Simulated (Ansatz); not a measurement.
MoW:
```
CELL_PARAMETERS angstrom
      0.00000     2.62012     2.62012
      2.62012     0.00000     2.62012
      2.62012     2.62012     0.00000
ATOMIC_POSITIONS crystal
  Mo 0.00000 0.00000 0.00000
  W  0.50000 0.50000 0.50000
```

Relaxed with PBE. Special points in fractions of this cell's reciprocal vectors: Γ (0.000, 0.000, 0.000); X (0.500, 0.000, 0.500); U (0.625, 0.250, 0.625); K (0.375, 0.375, 0.750); L (0.500, 0.500, 0.500); W (0.500, 0.250, 0.750).

Problem. List the band energies nearest the Fermi level at these points for plane-wave PAW PBE with spin–orbit coupling (Ansatz code).

Solution. In eV from the Fermi level; about four levels below and three above (degenerate sets whole), none deeper than 8.9 eV; points with the same levels are listed once.

```tsv
k	below	above
Γ	-3.84 -3.84 -3.84 -3.84 -3.65 -3.65	4.08 4.08 4.08 4.08
X	-2.48 -2.48 -0.41 -0.41	0.63 0.63 0.77 0.77
U	-2.32 -2.32 -0.19 -0.19	1.58 1.58 1.84 1.84
L	-1.16 -1.16 -0.82 -0.82	0.34 0.34 0.48 0.48
W	-0.51 -0.51 -0.50 -0.50	0.87 0.87 1.36 1.36
```

Space group Fm-3m (rock salt). The start of the workflow was typed in or built on a structure type; neither database checked (COD, Materials Project) lists it. Its standing as an ambient phase is unchecked. The cell was relaxed with PBE under the symmetry of its start; whether a distortion lowers the energy is not shown. The run is not spin-polarised. Its formation energy is positive at this level, so the cell may be metastable or incomplete.

Potentials: the earlier of the program's two PAW sets.
